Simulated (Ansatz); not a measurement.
Starting cell, WSe2 (2H-MoS2 type, space group P6_3/mmc):

```xyz
6
Lattice="3.2790 0.0000 0.0000 -1.6395 2.8397 0.0000 0.0000 0.0000 12.7858" Properties=species:S:1:pos:R:3 pbc="T T T"
W      0.0000     1.8931     3.1965
W      1.6395     0.9466     9.5894
Se     0.0000     1.8931     7.9051
Se     1.6395     0.9466     1.5122
Se     1.6395     0.9466     4.8807
Se     0.0000     1.8931    11.2736
```

In each cell atom 1 (W, nearest neighbour Se at 2.534 Å; its periodic images, 3.3 Å or more away, move with it) moves by s·(0.707, 0.707, 0.000) (along Cartesian [110]), the rest being held.

All values below come from PBE-D3(BJ) (plane waves to 420 eV, PAW, scalar-relativistic; Ansatz, a program for electronic structure). k mesh 9×9×2 (Γ-centred), Fermi-Dirac smearing 0.05 eV. Energies are smeared free energies. Left out: 1 of 11 points, with atoms too close for the PAW data. As the smearing reaches across the gap at some points, energies and forces of such displacements shift with the k mesh and the smearing. Spin-orbit coupling is left out, though W is heavy. The PAW data are Ansatz's earlier set. WSe2 is run without spin polarisation. WSe2 was relaxed with its symmetry unable to fall. ΔE is measured from the undisplaced structure. The last digit holds for this mesh only.

```csv
s (Å),ΔE (meV/cell)
-0.608,3273.7
-0.456,1924.1
-0.304,867.7
-0.152,216.8
0.000,0.0
0.152,207.5
0.304,withheld
0.456,1643.4
0.608,2570.4
0.760,3370.3
```

Problem. Fit a polynomial form (powers 2, 3, 4) to the given rows and predict ΔE at s = 0.304.

Solution. Least squares on the 9 given rows: ΔE = (9444)·s² + (-1559)·s³ + (-4190)·s⁴, in meV/cell with s in Å; root-mean-square residual 6.23 meV/cell. At 0.304 the fit gives 793.2 meV/cell; the calculation gives 790.0 meV/cell, so the interpolation is off by 3.2 (+0.4 %). The quadratic term alone would give 872.8 meV/cell.

(For displaced atoms, the force is minus the slope of the energy, and its curvature is a force constant, which sets phonon frequencies.)
